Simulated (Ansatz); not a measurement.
Relaxed-ion elastic tensor of CuI (zinc blende, F-43m) in GPa (Voigt order), DFT-r²SCAN in the program Ansatz with PAW potentials; density 5.79 g/cm³, 27.31 Å³ per atom.

```json
[
 {"": "1", "1": "69.8", "2": "23.9", "3": "37.7", "4": "0.0", "5": "0.0", "6": "0.0"},
 {"": "2", "1": "23.9", "2": "69.8", "3": "37.7", "4": "0.0", "5": "0.0", "6": "0.0"},
 {"": "3", "1": "37.7", "2": "37.7", "3": "55.9", "4": "0.0", "5": "0.0", "6": "0.0"},
 {"": "4", "1": "0.0", "2": "0.0", "3": "0.0", "4": "22.9", "5": "0.0", "6": "0.0"},
 {"": "5", "1": "0.0", "2": "0.0", "3": "0.0", "4": "0.0", "5": "22.9", "6": "0.0"},
 {"": "6", "1": "0.0", "2": "0.0", "3": "0.0", "4": "0.0", "5": "0.0", "6": "9.1"}
]
```

Q: Is the crystal mechanically stable?

A: Yes: the smallest eigenvalue of C is 9.1 GPa.

Q: Work out the Voigt, Reuss and Hill averages.

A: K_V = 43.8, K_R = 43.8, K_H = 43.8; G_V = 17.4, G_R = 14.3, G_H = 15.8 GPa.

Q: Give Young's modulus, Poisson's ratio, Pugh's ratio and the universal anisotropy index.

A: E = 9KG/(3K + G) = 42.4 GPa; ν = 0.34; K/G = 2.76 (ductile by the Pugh limit of 1.75); A_U = 5G_V/G_R + K_V/K_R − 6 = 1.09.

Q: Estimate the sound speeds and the Debye temperature.

A: v_l = √((K + 4G/3)/ρ) = 3350 m/s, v_t = √(G/ρ) = 1650 m/s, mean 1860 m/s; Θ = (h/k)(3n/4πV)^(1/3) v_m = 184 K.

The r²SCAN relaxation kept the symmetry of its start. The run is not spin-polarised. Scalar-relativistic: spin–orbit coupling is off unless named, which matters more the heavier the elements.

Potentials: the later of the program's two PAW sets.
